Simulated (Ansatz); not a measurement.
Ansatz (an electronic-structure program) input:

Ansatz 0.2 input:
```yaml
crystal:
  lattice:
    - [4.7799298419, 0.0, 0.0]
    - [-2.389964921, 4.1395406714, 0.0]
    - [0.0, 0.0, 6.5538477823]
  atoms:
    - { symbol: Ta, position: [0.5, 0.0, 0.0] }
    - { symbol: Ta, position: [0.5, 0.5, 0.3333333333] }
    - { symbol: Ta, position: [0.0, 0.5, 0.6666666667] }
    - { symbol: Si, position: [0.1581884914, 0.3163769828, 0.0] }
    - { symbol: Si, position: [0.8418115086, 0.1581884914, 0.3333333333] }
    - { symbol: Si, position: [0.6836230172, 0.8418115086, 0.6666666667] }
    - { symbol: Si, position: [0.8418115086, 0.6836230172, 0.0] }
    - { symbol: Si, position: [0.1581884914, 0.8418115086, 0.3333333333] }
    - { symbol: Si, position: [0.3163769828, 0.1581884914, 0.6666666667] }
kpoints:
  mp_grid: { grid: [7, 7, 5] }
  band_path:
    path:
      - [[0.0, 0.0, 0.0], [0.5, 0.0, 0.0], [0.3333333333, 0.3333333333, 0.0], [0.0, 0.0, 0.0], [0.0, 0.0, 0.5], [0.5, 0.0, 0.5], [0.3333333333, 0.3333333333, 0.5], [0.0, 0.0, 0.5]]  # Γ-M-K-Γ-A-L-H-A
      - [[0.5, 0.0, 0.5], [0.5, 0.0, 0.0]]  # L-M
      - [[0.3333333333, 0.3333333333, 0.5], [0.3333333333, 0.3333333333, 0.0]]  # H-K
    npoints: 8
hamiltonian:
  xc: r2scan
  pseudopotentials: { kind: paw }
magnetization: { noncollinear: true, spin_orbit: true }
scf:
  n_extra_bands: 19
  convergence: { dr2_threshold: 0.0000000001 }
  occupations: { method: gaussian, width: 0.05 }
output: { eigenvalues: true }
```

Output (shortened):

```
Pseudopotentials: kind: paw_fr
Pseudopotential: Ta, paw_fr, valence charge 13
Pseudopotential: Si, paw_fr, valence charge 4
Functional definition: r2SCAN
non-collinear run that drives no moment, with spin-orbit …
Crystal: 9 atoms, lattice volume = 129.679 Å³
Basis set: ecut = 500 eV, 3269 PW (Γ), exchange–correlation on 144×144×192 points (64 copies of the dense FFT grid, shifted against one another)
Bands: 82, of which v1, the nominal top of the filled ones, is band 63 counted from 1 (62 counted from 0)
Symmetry: 12 space group operations + 12 with time reversal
k-points: 24 of 245 (time reversal used)
Projection manifold: j_resolved (fully-relativistic pseudo-atomic orbitals)
PAW frozen core: Ta, regenerated for the run's functional
PAW frozen core: Si, regenerated for the run's functional
Initial density: superposition of atomic densities (chi_scale 0.1, normalization cell, long waves kept (reshape's long-wave potential 0.00 eV rms))
Initial wavefunctions: pseudopotential atomic-orbital guess
Eigensolver: davidson
Functional: x = r2scan, c = r2scan; τ floored in thin density (d = 2e-4 eV/Å³)
iter 1 solved again at ethr=3.04e-3 eV; its pass at ethr=3.10e-3 eV (dr2=1.91e0 eV) is discarded
SCF iter   1: F=—  HF=-33598.256092 eV  |F-HF|=—  |Δ(HF+E_count)|=         —  Δρ=3.71e-2  dr2=1.91e0  dr2_τ=2.83e-2  dr2_m=0.00e0 (ungated)  ethr=3.04e-3  |M|=0.00e0 ∫|m|=0.00e0 μB  |m|>n=0.0e0 m-floor=0.0e0 τ_xc=0.0e0  β_m=0.30  ⟨swp⟩=2.2  Hψ=12522  notcnv=0
all-band conjugate gradients solve this SCF's bands
preconditioner: auto → Kerker (q_TF=auto, 2.419 Å⁻¹)
spin=Noncollinear: Kerker preconditioning applied to the charge; magnetization (m_x, m_y, m_z) channels mix plain (no charge-response kernel on spin).
SCF iter   2: F=—  HF=-33598.585168 eV  |F-HF|=—  |Δ(HF+E_count)|=   3.29e-1  Δρ=2.95e-2  dr2=1.11e0  dr2_τ=2.45e-3  dr2_m=0.00e0 (ungated)  ethr=3.03e-3  |M|=0.00e0 ∫|m|=0.00e0 μB  |m|>n=0.0e0 m-floor=0.0e0 τ_xc=0.0e0  β_m=0.65  ⟨swp⟩=1.3  Hψ=2023  notcnv=0
SCF iter   3: F=—  HF=-33598.634400 eV  |F-HF|=—  |Δ(HF+E_count)|=   4.92e-2  Δρ=4.39e-3  dr2=3.87e-2  dr2_τ=1.36e-3  dr2_m=0.00e0 (ungated)  ethr=1.76e-3  |M|=0.00e0 ∫|m|=0.00e0 μB  |m|>n=0.0e0 m-floor=0.0e0 τ_xc=0.0e0  β_m=0.70  ⟨swp⟩=3.3  Hψ=3750  notcnv=0  defer=3
SCF iter   4: F=—  HF=-33598.630244 eV  |F-HF|=—  |Δ(HF+E_count)|=   4.16e-3  Δρ=1.38e-3  dr2=2.23e-3  dr2_τ=4.29e-5  dr2_m=0.00e0 (ungated)  ethr=6.15e-5  |M|=0.00e0 ∫|m|=0.00e0 μB  |m|>n=0.0e0 m-floor=0.0e0 τ_xc=0.0e0  β_m=0.85  ⟨swp⟩=2.6  Hψ=3148  notcnv=0  defer=42
SCF iter   5: F=—  HF=-33598.632044 eV  |F-HF|=—  |Δ(HF+E_count)|=   1.80e-3  Δρ=3.68e-4  dr2=1.68e-4  dr2_τ=5.38e-6  dr2_m=0.00e0 (ungated)  ethr=3.54e-6  |M|=0.00e0 ∫|m|=0.00e0 μB  |m|>n=0.0e0 m-floor=0.0e0 τ_xc=0.0e0  β_m=0.92  ⟨swp⟩=2.0  Hψ=2877  notcnv=0  defer=43
SCF iter   6: F=—  HF=-33598.632312 eV  |F-HF|=—  |Δ(HF+E_count)|=   2.69e-4  Δρ=1.26e-4  dr2=2.34e-5  dr2_τ=8.80e-8  dr2_m=0.00e0 (ungated)  ethr=2.67e-7  |M|=0.00e0 ∫|m|=0.00e0 μB  |m|>n=0.0e0 m-floor=0.0e0 τ_xc=0.0e0  β_m=0.96  ⟨swp⟩=2.0  Hψ=2848  notcnv=0  defer=43
SCF iter   7: F=—  HF=-33598.632348 eV  |F-HF|=—  |Δ(HF+E_count)|=   3.54e-5  Δρ=1.92e-5  dr2=8.86e-7  dr2_τ=5.59e-9  dr2_m=0.00e0 (ungated)  ethr=3.71e-8  |M|=0.00e0 ∫|m|=0.00e0 μB  |m|>n=0.0e0 m-floor=0.0e0 τ_xc=0.0e0  β_m=0.98  ⟨swp⟩=2.0  Hψ=2856  notcnv=0  defer=43
SCF iter   8: F=—  HF=-33598.632480 eV  |F-HF|=—  |Δ(HF+E_count)|=   1.32e-4  Δρ=3.18e-6  dr2=1.30e-8  dr2_τ=1.25e-10  dr2_m=0.00e0 (ungated)  ethr=1.41e-9  |M|=0.00e0 ∫|m|=0.00e0 μB  |m|>n=0.0e0 m-floor=0.0e0 τ_xc=0.0e0  β_m=0.99  ⟨swp⟩=2.0  Hψ=2742  notcnv=0  defer=43
SCF iter  10: F=-33598.632480 eV  HF=-33598.632480 eV  |F-HF|=1.46e-11  |Δ(HF+E_count)|=  2.26e-10  Δρ=8.84e-8  dr2=7.13e-12  dr2_τ=2.51e-13  dr2_m=0.00e0 (ungated)  ethr=1.00e-12  |M|=0.00e0 ∫|m|=0.00e0 μB  |m|>n=0.0e0 m-floor=0.0e0 τ_xc=0.0e0  ⟨swp⟩=7.0  Hψ=6554  notcnv=0
SCF 1 converged in 10 iterations: F = -33598.632480 eV  dr2 = 7.13e-12
NSCF: frozen V_eff on 75 k-points
SCF converged after 10 iterations
Magnetization: |M| = 0.0000 μB,  M = (+0.0000, +0.0000, +0.0000) μB
Absolute magnetization: 0.0000 μB (∫|m|)
  site 0: m = (+0.0000, +0.0000, +0.0000) μB, |m| = 0.0000 μB  (R = 1.07 Å)
  site 1: m = (+0.0000, +0.0000, +0.0000) μB, |m| = 0.0000 μB  (R = 1.07 Å)
  site 2: m = (+0.0000, +0.0000, +0.0000) μB, |m| = 0.0000 μB  (R = 1.07 Å)
  site 3: m = (+0.0000, +0.0000, +0.0000) μB, |m| = 0.0000 μB  (R = 1.05 Å)
  site 4: m = (+0.0000, +0.0000, +0.0000) μB, |m| = 0.0000 μB  (R = 1.05 Å)
  site 5: m = (+0.0000, +0.0000, +0.0000) μB, |m| = 0.0000 μB  (R = 1.05 Å)
  site 6: m = (+0.0000, +0.0000, +0.0000) μB, |m| = 0.0000 μB  (R = 1.05 Å)
  site 7: m = (+0.0000, +0.0000, +0.0000) μB, |m| = 0.0000 μB  (R = 1.05 Å)
  site 8: m = (+0.0000, +0.0000, +0.0000) μB, |m| = 0.0000 μB  (R = 1.05 Å)
Free energy (F): -33598.632480 eV
Harris-Foulkes:  -33598.632480 eV  (|F-HF|=1.46e-11)
Internal energy: -33598.627607 eV  (E = F + TS)
E sigma→0 (E₀):  -33598.630044 eV
Entropy (-TS):   -0.004872 eV (-0.541 meV/atom)
Fermi energy:    15.300963 eV
--- Per-component energies (eV) ---
  E_band       = -304.356807
  E_kinetic    = 1365.698889
  E_local      = -2327.226997  (includes V_loc(G=0)·N_el)
  E_nonlocal   = 180.813111
  E_hartree    = 894.986833
  E_xc         = -933.065610
  E_vxc        = -982.366215  (∫ρ·V_xc dr)
  E_paw        = -28304.997698  (= ΣΔE_a)
  E_vpaw       = -377.801126  (= ΣTr[D̂ρ^β])
  E_aug_tail   = 0.000257  (compensation charges beyond the density's cutoff)
  E_vtau       = 46.551650  (kinetic-family band-sum trace: ∫τ·v_τ [+ j·A + Jᵃ·Aᵃ] dr)
  E_ewald      = -4472.030803
  E_core_change = -2.805591  (= ΣΔE_core)
  E_smearing   = -0.004872  (= −TS)
  E_closure    = 0.000000  (closes the sum)
  Σ components = -33598.632480   (vs F -33598.632480, Δ=0.00e0)
  [band-id]    e_kinetic+e_local+e_nonlocal+2·e_hartree+e_vxc+e_vpaw+e_augmentation_tail+e_vtau = -304.356765   (vs E_band -304.356807, Δ=4.21e-5)
--- Band table (eV; the first three rows and the last of 24) ---
  k-point 0: bands = ["-54.0913", "-54.0913", "-54.0735", "-54.0735", "-54.0735", "-54.0735", "-26.3993", "-26.3993", "-26.3986", "-26.3986", "-26.3334", "-26.3334", "-17.9089", "-17.9089", "-17.8818", "-17.8818", "-17.8213", "-17.8213", "-17.7723", "-17.7723", "-17.7008", "-17.7008", "-17.6837", "-17.6837", "1.0730", "1.0730", "4.6036", "4.6036", "4.6048", "4.6048", "8.2574", "8.2574", "8.9698", "8.9698", "9.0197", "9.0197", "9.0436", "9.0436", "9.0791", "9.0791", "10.2390", "10.2390", "11.1228", "11.1228", "11.1881", "11.1881", "11.5145", "11.5145", "12.3890", "12.3890", "12.4184", "12.4184", "12.4371", "12.4371", "12.5959", "12.5959", "12.6717", "12.6717", "12.9193", "12.9193", "12.9710", "12.9710", "13.6020", "13.6020", "16.1390", "16.1390", "18.4488", "18.4488", "18.4631", "18.4631", "18.9043", "18.9043", "19.0975", "19.0975", "19.1152", "19.1152", "19.2837", "19.2837", "19.5066", "19.5066", "19.5291", "19.5291"]
  k-point 1: bands = ["-54.0903", "-54.0903", "-54.0782", "-54.0782", "-54.0699", "-54.0699", "-26.4121", "-26.4116", "-26.3825", "-26.3817", "-26.3375", "-26.3371", "-17.9274", "-17.9090", "-17.8833", "-17.8506", "-17.8337", "-17.8109", "-17.7748", "-17.7607", "-17.7126", "-17.7031", "-17.6936", "-17.6785", "1.2391", "1.2392", "3.4858", "3.4867", "5.7301", "5.7307", "8.3948", "8.3990", "8.6610", "8.7130", "8.9314", "8.9798", "9.3585", "9.4231", "9.4729", "9.5467", "10.0636", "10.0724", "10.1550", "10.2178", "10.7074", "10.7618", "11.1025", "11.1051", "12.2505", "12.3065", "12.4813", "12.4998", "12.6091", "12.6818", "12.7215", "12.8253", "12.8710", "12.9605", "13.0313", "13.0748", "13.4692", "13.5971", "13.8537", "13.8626", "16.6227", "16.6886", "17.7413", "17.7450", "18.2863", "18.4660", "18.8545", "18.9385", "18.9460", "19.0109", "19.0639", "19.0864", "19.3235", "19.3886", "19.4139", "19.4636", "19.5107", "19.5134"]
  k-point 2: bands = ["-54.0874", "-54.0874", "-54.0831", "-54.0831", "-54.0679", "-54.0679", "-26.4190", "-26.4188", "-26.3646", "-26.3638", "-26.3486", "-26.3480", "-17.9339", "-17.9273", "-17.8605", "-17.8457", "-17.8234", "-17.8094", "-17.7614", "-17.7449", "-17.7330", "-17.7280", "-17.6888", "-17.6829", "1.7254", "1.7256", "2.4953", "2.4957", "6.6921", "6.6931", "8.4942", "8.5126", "8.7664", "8.7716", "8.7721", "8.7925", "9.0647", "9.1213", "9.7529", "9.7598", "9.9910", "10.0326", "10.0412", "10.0926", "10.3500", "10.3609", "10.4599", "10.4874", "12.2833", "12.3297", "12.4123", "12.4276", "12.4298", "12.5040", "12.7994", "12.8493", "12.9173", "12.9680", "13.0481", "13.2037", "13.2765", "13.4834", "15.6920", "15.7167", "17.0059", "17.1094", "17.9211", "18.0927", "18.1789", "18.3041", "18.3672", "18.3875", "18.8280", "18.9207", "18.9553", "18.9913", "19.0936", "19.1219", "19.3521", "19.3561", "19.5348", "19.5659"]
  k-point 23: bands = ["-54.0851", "-54.0851", "-54.0784", "-54.0784", "-54.0747", "-54.0747", "-26.3953", "-26.3949", "-26.3821", "-26.3815", "-26.3589", "-26.3586", "-17.9235", "-17.8978", "-17.8803", "-17.8727", "-17.8487", "-17.8241", "-17.7943", "-17.7856", "-17.7202", "-17.6937", "-17.6860", "-17.6716", "3.6647", "3.6892", "4.2497", "4.2968", "4.8339", "4.8828", "5.5554", "5.5757", "6.1992", "6.2338", "7.1856", "7.1905", "9.0400", "9.0434", "9.7476", "9.7559", "10.5141", "10.5291", "11.0649", "11.0773", "12.0017", "12.0693", "12.1360", "12.1613", "12.2370", "12.3166", "12.4031", "12.5755", "12.6375", "12.6608", "12.7289", "12.8020", "13.9587", "13.9689", "14.3858", "14.4147", "14.9327", "14.9981", "15.3532", "15.4047", "16.4223", "16.4543", "17.1147", "17.1356", "17.2431", "17.2683", "17.6360", "17.6636", "17.8225", "17.8449", "18.2775", "18.3564", "18.7191", "18.8054", "18.8888", "19.0178", "19.0482", "19.1114"]
  band table: 82 of 82 bands, residual norms ≤ 1.0e-3 eV
```

Cost: roughly 7 core-minutes on shared cores.

Space group P6_222. Symmetry was held in the r²SCAN relaxation. No spin polarisation was allowed.

Potentials: the later of the program's two PAW sets.

Ansatz is a plane-wave DFT program.
